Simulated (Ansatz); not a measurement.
Input, command and steps of an Ansatz relaxation.

```yaml
crystal:
  lattice:
    - [-2.4374387991, 2.4374387991, 5.4446684863]
    - [2.4374387991, -2.4374387991, 5.4446684863]
    - [2.4374387991, 2.4374387991, -5.4446684863]
  atoms:
    - { symbol: Ba, position: [0.5, 0.5, 0.0] }
    - { symbol: Ba, position: [0.25, 0.75, 0.5] }
    - { symbol: Ba, position: [0.75, 0.25, 0.5] }
    - { symbol: Nb, position: [0.0, 0.0, 0.0] }
basis:
  ecutwfc: 420
kpoints:
  mp_grid: { grid: [6, 6, 6] }
hamiltonian:
  xc: pbe
scf:
  occupations: { method: gaussian, width: 0.1 }
  lower_state_search: "off"
output:
  forces: true
  stress: true
  eigenvalues: true
relax:
  adjacent_minimum: "off"
  f_tol: 0.04
  max_steps: 70
  cell: { stress_tol: 0.4 }
```

```bash
ansatz run input.yaml --threads 1 --pin off --max-ram 2560MiB --backend cpu --events-out ev --progress --plain --runs-dir out
```

Computed with Ansatz, DFT PBE, scalar-relativistic, plane waves, PAW.

Of 6 frames 6 are shown, positions in Å and forces in eV/Å; the SCF threshold varies from step to step. Steps run on the plane waves of an earlier cell, with a Pulay correction in the pressure. The basis is chosen afresh for the last frame, the zero of the energies, and at times for earlier ones too; energy and pressure step there, also at an unchanged geometry.

```xyz
4
Lattice="-2.4374 2.4374 5.4447 2.4374 -2.4374 5.4447 2.4374 2.4374 -5.4447" Properties=species:S:1:pos:R:3:forces:R:3 pbc="T T T" step=1 free_energy_over_end_meV_per_atom=135.06 pressure_GPa=4.64
Ba    0.0000    0.0000    5.4447    0.0000    0.0000    0.0000
Ba    2.4374    0.0000    2.7223    0.0000    0.0000    0.0000
Ba    0.0000    2.4374    2.7223    0.0000    0.0000    0.0000
Nb    0.0000    0.0000    0.0000    0.0000    0.0000    0.0000
4
Lattice="-2.5564 2.5564 5.4835 2.5564 -2.5564 5.4835 2.5564 2.5564 -5.4835" Properties=species:S:1:pos:R:3:forces:R:3 pbc="T T T" step=2 free_energy_over_end_meV_per_atom=47.42 pressure_GPa=2.07
Ba    0.0000    0.0000    5.4835    0.0000    0.0000    0.0000
Ba    2.5564    0.0000    2.7418    0.0000    0.0000    0.0000
Ba    0.0000    2.5564    2.7418    0.0000    0.0000    0.0000
Nb    0.0000    0.0000    0.0000    0.0000    0.0000    0.0000
4
Lattice="-2.6751 2.6751 5.4241 2.6751 -2.6751 5.4241 2.6751 2.6751 -5.4241" Properties=species:S:1:pos:R:3:forces:R:3 pbc="T T T" step=3 free_energy_over_end_meV_per_atom=10.09 pressure_GPa=0.43
Ba    0.0000    0.0000    5.4241    0.0000    0.0000    0.0000
Ba    2.6751    0.0000    2.7120    0.0000    0.0000    0.0000
Ba    0.0000    2.6751    2.7120    0.0000    0.0000    0.0000
Nb    0.0000    0.0000    0.0000    0.0000    0.0000    0.0000
4
Lattice="-2.7398 2.7398 5.3136 2.7398 -2.7398 5.3136 2.7398 2.7398 -5.3136" Properties=species:S:1:pos:R:3:forces:R:3 pbc="T T T" step=4 free_energy_over_end_meV_per_atom=3.16 pressure_GPa=-0.10
Ba    0.0000    0.0000    5.3136    0.0000    0.0000    0.0000
Ba    2.7398    0.0000    2.6568    0.0000    0.0000    0.0000
Ba    0.0000    2.7398    2.6568    0.0000    0.0000    0.0000
Nb    0.0000    0.0000    0.0000    0.0000    0.0000    0.0000
4
Lattice="-2.7679 2.7679 5.1610 2.7679 -2.7679 5.1610 2.7679 2.7679 -5.1610" Properties=species:S:1:pos:R:3:forces:R:3 pbc="T T T" step=5 free_energy_over_end_meV_per_atom=1.58 pressure_GPa=-0.01
Ba    0.0000    0.0000    5.1610    0.0000    0.0000    0.0000
Ba    2.7679    0.0000    2.5805    0.0000    0.0000    0.0000
Ba    0.0000    2.7679    2.5805    0.0000    0.0000    0.0000
Nb    0.0000    0.0000    0.0000    0.0000    0.0000    0.0000
4
Lattice="-2.7679 2.7679 5.1610 2.7679 -2.7679 5.1610 2.7679 2.7679 -5.1610" Properties=species:S:1:pos:R:3:forces:R:3 pbc="T T T" step=6 free_energy_over_end_meV_per_atom=0.00 pressure_GPa=0.06
Ba    0.0000    0.0000    5.1610    0.0000    0.0000    0.0000
Ba    2.7679    0.0000    2.5805    0.0000    0.0000    0.0000
Ba    0.0000    2.7679    2.5805    0.0000    0.0000    0.0000
Nb    0.0000    0.0000    0.0000    0.0000    0.0000    0.0000
```

The start puts this composition into another compound's structure type, which needn't suit it. At the end the space group is I4/mmm (tolerance 0.05 Å).

Time: 22 s on 1 thread of Intel(R) Xeon(R) 6975P-C (Granite Rapids), on a shared host, peak memory 0.53 GiB.

The k mesh is coarse.